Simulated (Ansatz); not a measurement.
A geometry of VBiO4 away from equilibrium: step 30 of the relaxation of a relaxed VBiO4 cell, doubled along one cell vector, shaken by Gaussian noise of σ = 0.08 Å a coordinate. Level of theory: PBE (plane waves to 420 eV, PAW, scalar-relativistic; Ansatz, a quantum-chemistry and plane-wave program). Γ-centred k-mesh 7×7×2 on the run's cell (coarser than for final values), Fermi–Dirac smearing 0.05 eV.

```xyz
12
Lattice="3.4411 0.6215 -0.0929 -1.1823 3.1850 0.0921 -0.2892 0.1640 13.2189" Properties=species:S:1:pos:R:3 pbc="T T T"
V     -0.7221    -1.7886     2.8946
V      1.2341     1.6624     9.3983
Bi    -0.1179     0.7088    -0.3425
Bi    -0.5714    -0.1399     6.1848
O     -0.4528     2.2443     2.7826
O      0.0042     3.1119     9.3511
O      1.4921     1.2709     1.3893
O      2.0463     1.9896     7.9602
O      2.0746     0.7214     3.8947
O      2.4138     1.8610    10.5657
O      0.0975     2.0376     5.7742
O      0.1889     2.9757    12.4281
```
Spin-polarised start, with parallel moments on V.

### Question
Give the Cartesian forces on all atoms (eV/Å).

### Answer
```tsv
atom	Fx	Fy	Fz
V1	0.03	0.01	-0.06
V2	0.03	0.00	-0.04
Bi3	-0.02	-0.02	-0.01
Bi4	-0.02	0.00	-0.02
O5	-0.03	-0.04	0.01
O6	0.02	0.03	0.01
O7	0.00	0.03	0.05
O8	-0.03	-0.01	0.05
O9	0.01	0.02	0.00
O10	-0.03	-0.02	-0.01
O11	0.01	-0.03	0.01
O12	0.04	0.04	0.01
```

### Question
What is the pressure?

### Answer
+7.9 GPa, compression positive.

### Question
How far above the relaxed end point is this geometry?

### Answer
0.09 eV/atom; the path ends in Cc (No. 9).

No spin polarisation in the result: the starting moments vanished. The d or f electrons are treated with no Hubbard U.

The end of the path is a generated cell of VBiO4: the first start was made by placing the elements on the sites of a structure type, and the end was not matched to a known phase here, so it may be hypothetical. Known forms of VBiO4 include space group No. 88.
